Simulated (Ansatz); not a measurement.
Zr2SiN in space group P6_3/mmc (No. 194; Zr on 4f, Si on 2d, N on 2a) under volume change, the program Ansatz at the PBE level (PAW), shape and atoms relaxed at each volume.

```csv
V (Å³/atom),E − E(relaxed) (meV/atom),P (GPa)
14.126,75.1,18.69
14.592,31.6,11.46
15.058,7.5,5.29
15.524,0.0,0.00
15.989,6.7,-4.50
16.455,25.5,-8.35
16.921,54.7,-11.60
```

Problem. What does a third-order Birch–Murnaghan fit give for V₀, B₀ and B′?

Solution. V₀ = 15.52 Å³/atom, B₀ = 162 GPa, B′ = 4.3.

The start of the workflow was typed in or built on a structure type; neither database checked (COD, Materials Project) lists it. Its standing as an ambient phase is unchecked. Symmetry was held in the PBE relaxation; its stability against distortions is not shown here. The run is not spin-polarised.

Potentials: the earlier of the program's two PAW sets.
